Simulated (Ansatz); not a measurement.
MgH2 (rutile)

```
MgH2
1.0
    4.48445     0.00000     0.00000
    0.00000     4.48445     0.00000
    0.00000     0.00000     2.99665
Mg H
2 4
Direct
  0.50000   0.50000   0.50000
  0.00000   0.00000   0.00000
  0.69533   0.69533   0.00000
  0.30467   0.30467   0.00000
  0.80467   0.19533   0.50000
  0.19533   0.80467   0.50000
```

The slice is a (-1 1 0) plane (indices of the conventional cell) through the point (0.500, 0.500, 0.500) (fractional), spanned by u = [001] and v = [110] in vectors of this cell: u (3.00 Å) and v (6.34 Å, at 90° to u). It covers one period; positions are fractions (u, v).

These are r2SCAN (plane waves to 500 eV, PAW, scalar-relativistic; Ansatz, a first-principles code) values and carry that method's errors. k mesh 8×8×11. These are valence fields of a PAW run, semicore shells included where kept as valence: close to a nucleus they are smooth pseudo fields. MgH2 was relaxed with its symmetry unable to fall.

What is the ELF at the density minimum of the shortest Mg–H line in this plane (1.93 Å)?

0.0.

Predict the map of the valence electron density on the slice.


```tsv
v \ u	0.00	0.13	0.27	0.40	0.53	0.67	0.80	0.93
0.88	-0.6	-0.8	-0.6	-0.3	-0.2	-0.5	-0.8	-0.7
0.75	-1.3	-1.1	-0.7	-0.2	-0.1	-0.4	-0.9	-1.2
0.62	-1.2	-1.2	-1.0	-0.7	-0.6	-0.9	-1.1	-1.2
0.50	-0.9	-0.9	-0.2	1.2	1.5	0.6	-0.8	-0.9
0.38	-1.2	-1.2	-1.0	-0.7	-0.6	-0.9	-1.1	-1.2
0.25	-1.3	-1.1	-0.7	-0.2	-0.1	-0.4	-0.9	-1.2
0.12	-0.6	-0.8	-0.6	-0.3	-0.2	-0.5	-0.8	-0.7
0.00	1.5	1.0	-0.6	-0.9	-0.9	-0.9	0.2	1.4
```

Values: log₁₀ of the valence density in e/Å³. The scale is logarithmic, as a density can span decades between atoms and voids.
